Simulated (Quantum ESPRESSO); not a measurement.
Ti4O6FN, input and log of a self-consistent run

A calculation, not a measurement. The program is pw.x of Quantum ESPRESSO 7.5 (plane-wave density functional theory). The cell is made up: 12 atoms on a rutile lattice, with randomly drawn elements, strain and displacements, not relaxed. PseudoDojo standard norm-conserving files (v0.5 for PBE, v0.4.1 for LDA and PBEsol) set the functional; there is no spin polarisation, spin-orbit coupling or dispersion term, and the masses in the input are unused placeholders.

Input:

```
&control calculation='scf', pseudo_dir='./dojo.nc.sr.pbe.v0_5.standard.upf', outdir='./o', disk_io='medium', tprnfor=.true., tstress=.true. /
&system ibrav=0, nat=12, ntyp=4, nbnd=54, ecutwfc=84.00895049, nosym=.true., tot_charge=0,
 occupations='smearing', smearing='fd', degauss=0.0018374661
/
&electrons conv_thr=7.350e-09, electron_maxstep=60, /
ATOMIC_SPECIES
F 1.0 F.upf
N 1.0 N.upf
O 1.0 O.upf
Ti 1.0 Ti.upf
CELL_PARAMETERS angstrom
4.6178 0.0 0.0
0.0 4.6178 0.0
0.0 0.0 5.8989
ATOMIC_POSITIONS angstrom
Ti -0.1283 -0.0414 -0.0511
Ti 2.3049 2.2463 1.3847
Ti -0.011 0.0396 2.9353
Ti 2.232 2.282 4.4289
O 1.4385 1.4431 0.0115
O 3.1907 3.1643 0.0491
F 3.7272 0.908 1.6178
N 0.9528 3.7685 1.4394
O 1.4257 1.4008 2.9375
O 3.1892 3.1422 2.9919
O 3.7299 0.8993 4.417
O 0.9514 3.7019 4.4077
K_POINTS automatic
5 5 4 1 1 1
```

The log is shortened where brackets say so; the opening notice, blank lines, dates and the lines on written files are dropped, and the path of the files is cut. It prints rydbergs, bohrs and kilobars, and counts compression as positive stress. With no partly filled state, the Fermi energy that it prints is only some level between the filled and the empty states on the mesh, and need not lie in the true gap.

```
     Program PWSCF v.7.5
     Parallel version (MPI & OpenMP), running on       1 processor cores
     Number of MPI processes:                 1
     Threads/MPI process:                     1
     [start-up lines left out]
     bravais-lattice index     =            0
     lattice parameter (alat)  =       8.7264  a.u.
     unit-cell volume          =     848.8635 (a.u.)^3
     number of atoms/cell      =           12
     number of atomic types    =            4
     number of electrons       =        96.00
     number of Kohn-Sham states=           54
     kinetic-energy cutoff     =      84.0090  Ry
     charge density cutoff     =     336.0358  Ry
     scf convergence threshold =      7.3E-09
     mixing beta               =       0.7000
     number of iterations used =            8  plain     mixing
     Exchange-correlation= PBE
                           (   1   4   3   4   0   0   0)
     [axes and pseudopotential details left out]
   Cartesian axes
     site n.     atom                  positions (alat units)
         1        Ti     tau(   1) = (  -0.0277838  -0.0089653  -0.0110659  )
         2        Ti     tau(   2) = (   0.4991338   0.4864438   0.2998614  )
         3        Ti     tau(   3) = (  -0.0023821   0.0085755   0.6356490  )
         4        Ti     tau(   4) = (   0.4833470   0.4941747   0.9590931  )
         5        O      tau(   5) = (   0.3115120   0.3125081   0.0024904  )
         6        O      tau(   6) = (   0.6909567   0.6852397   0.0106328  )
         7        F      tau(   7) = (   0.8071376   0.1966304   0.3503400  )
         8        N      tau(   8) = (   0.2063320   0.8160813   0.3117069  )
         9        O      tau(   9) = (   0.3087401   0.3033479   0.6361254  )
        10        O      tau(  10) = (   0.6906319   0.6804539   0.6479059  )
        11        O      tau(  11) = (   0.8077223   0.1947464   0.9565161  )
        12        O      tau(  12) = (   0.2060288   0.8016588   0.9545021  )
     number of k points=    50  Fermi-Dirac smearing, width (Ry)=  0.0018
                       cart. coord. in units 2pi/alat
        k(    1) = (   0.1000000   0.1000000   0.0978530), wk =   0.0400000
        k(    2) = (   0.1000000   0.1000000   0.2935590), wk =   0.0400000
     [further k points left out]
     Dense  grid:    88325 G-vectors     FFT dimensions: (  54,  54,  72)
     Estimated max dynamical RAM per process >     140.07 MB
     Initial potential from superposition of free atoms
     starting charge      95.9936, renormalised to      96.0000
     Starting wfcs are   72 randomized atomic wfcs
     total cpu time spent up to now is       36.5 secs
     per-process dynamical memory:    86.6 Mb
     Self-consistent Calculation
     iteration #  1     ecut=    84.01 Ry     beta= 0.70
     Davidson diagonalization with overlap
     ethr =  1.00E-02,  avg # of iterations =  2.0
     total cpu time spent up to now is      106.5 secs
     total energy              =    -741.32095837 Ry
     estimated scf accuracy    <       5.83409661 Ry
     iteration #  2     ecut=    84.01 Ry     beta= 0.70
     Davidson diagonalization with overlap
     ethr =  6.08E-03,  avg # of iterations =  7.8
     total cpu time spent up to now is      251.3 secs
     total energy              =    -734.57576436 Ry
     estimated scf accuracy    <      72.57732002 Ry
     iteration #  3     ecut=    84.01 Ry     beta= 0.70
     Davidson diagonalization with overlap
     ethr =  6.08E-03,  avg # of iterations =  6.4
     total cpu time spent up to now is      363.0 secs
     total energy              =    -744.53996021 Ry
     estimated scf accuracy    <       1.17798807 Ry
     iteration #  4     ecut=    84.01 Ry     beta= 0.70
     Davidson diagonalization with overlap
     ethr =  1.23E-03,  avg # of iterations =  5.5
     total cpu time spent up to now is      435.7 secs
     total energy              =    -744.62732517 Ry
     estimated scf accuracy    <       0.87177602 Ry
     iteration #  5     ecut=    84.01 Ry     beta= 0.70
     Davidson diagonalization with overlap
     ethr =  9.08E-04,  avg # of iterations =  2.0
     total cpu time spent up to now is      486.8 secs
     total energy              =    -744.53664958 Ry
     estimated scf accuracy    <       0.55766457 Ry
     [iterations 6 to 17 left out]
     iteration # 18     ecut=    84.01 Ry     beta= 0.70
     Davidson diagonalization with overlap
     ethr =  1.89E-09,  avg # of iterations =  3.7
     total cpu time spent up to now is     1359.9 secs
     total energy              =    -744.55589507 Ry
     estimated scf accuracy    <       0.00000022 Ry
     iteration # 19     ecut=    84.01 Ry     beta= 0.70
     Davidson diagonalization with overlap
     ethr =  2.33E-10,  avg # of iterations =  6.0
     total cpu time spent up to now is     1424.4 secs
     total energy              =    -744.55589518 Ry
     estimated scf accuracy    <       0.00000004 Ry
     iteration # 20     ecut=    84.01 Ry     beta= 0.70
     Davidson diagonalization with overlap
     ethr =  4.35E-11,  avg # of iterations =  5.6
     total cpu time spent up to now is     1500.8 secs
     total energy              =    -744.55589520 Ry
     estimated scf accuracy    <       0.00000005 Ry
     iteration # 21     ecut=    84.01 Ry     beta= 0.70
     Davidson diagonalization with overlap
     ethr =  4.35E-11,  avg # of iterations =  1.8
     total cpu time spent up to now is     1554.1 secs
     total energy              =    -744.55589519 Ry
     estimated scf accuracy    <       0.00000003 Ry
     iteration # 22     ecut=    84.01 Ry     beta= 0.70
     Davidson diagonalization with overlap
     ethr =  3.62E-11,  avg # of iterations =  2.6
     total cpu time spent up to now is     1614.3 secs
     End of self-consistent calculation
          k = 0.1000 0.1000 0.0979 ( 11044 PWs)   bands (ev):
   -47.6199 -47.4475 -47.4145 -47.3265 -24.3341 -24.0726 -23.9455 -23.9121
   -23.8282 -23.7524 -23.6894 -23.6333 -23.6163 -23.5927 -23.5655 -23.5058
   -15.8095  -8.6872  -7.9224  -7.8478  -7.4192  -7.3568  -6.7780  -1.9241
     1.3303   1.7716   2.4539   3.7525   4.3449   4.6696   5.0115   5.1005
     5.1804   5.3248   5.7167   6.0075   6.3733   6.5181   6.7861   6.9874
     7.0406   7.4443   7.7268   7.9286   8.1299   8.8874   9.2733   9.9916
    11.3144  11.5927  11.8028  11.8906  12.0631  12.1370
     [levels at the other k points left out]
     the Fermi energy is    10.5941 ev
!    total energy              =    -744.55589519 Ry
     estimated scf accuracy    <          2.6E-09 Ry
     smearing contrib. (-TS)   =      -0.00000000 Ry
     internal energy E=F+TS    =    -744.55589519 Ry
     The total energy is F=E-TS. E is the sum of the following terms:
     one-electron contribution =    -259.48053049 Ry
     hartree contribution      =     177.35416565 Ry
     xc contribution           =    -137.28928713 Ry
     ewald contribution        =    -525.14024322 Ry
     convergence has been achieved in  22 iterations
     Forces acting on atoms (cartesian axes, Ry/au):
     atom    1 type  4   force =     0.11511272   -0.09347209    0.00556952
     atom    2 type  4   force =    -0.11844911    0.14412105    0.10489131
     atom    3 type  4   force =     0.12120766   -0.15302396    0.05911157
     atom    4 type  4   force =     0.01634035    0.02134918   -0.08917233
     atom    5 type  3   force =    -0.04763656   -0.06062916   -0.00753656
     atom    6 type  3   force =     0.05034553    0.03378777   -0.02792881
     atom    7 type  1   force =    -0.04402122    0.03990335   -0.09379861
     atom    8 type  2   force =    -0.03887075    0.00439290    0.00153324
     atom    9 type  3   force =    -0.01970221   -0.01678189    0.00983917
     atom   10 type  3   force =     0.03433481    0.02976068   -0.00618419
     atom   11 type  3   force =    -0.01870838    0.01632848    0.01687179
     atom   12 type  3   force =    -0.04995284    0.03426368    0.02680389
     Total force =     0.388041     Total SCF correction =     0.000124
     Computing stress (Cartesian axis) and pressure
          total   stress  (Ry/bohr**3)                   (kbar)     P=      104.52
   0.00057797  -0.00011042   0.00018307           85.02      -16.24       26.93
  -0.00011042   0.00062651  -0.00022559          -16.24       92.16      -33.19
   0.00018307  -0.00022559   0.00092697           26.93      -33.19      136.36
     init_run     :     32.98s CPU     36.28s WALL (       1 calls)
     electrons    :   1521.55s CPU   1577.88s WALL (       1 calls)
     forces       :     10.59s CPU     10.70s WALL (       1 calls)
     stress       :     37.19s CPU     37.30s WALL (       1 calls)
     [timing details left out]
     PWSCF        :  26m42.67s CPU  27m44.25s WALL
     JOB DONE.
```

In other units: free energy -10130.199 eV for the cell, pressure 10.45 GPa, largest force component 3.934 eV/Å. A rerun of this cell at a cutoff of 1437 eV and k mesh 7 x 7 x 6 moved values by no more than 0.004 eV in energy, 0.05 GPa in stress and 0.002 eV/Å in force.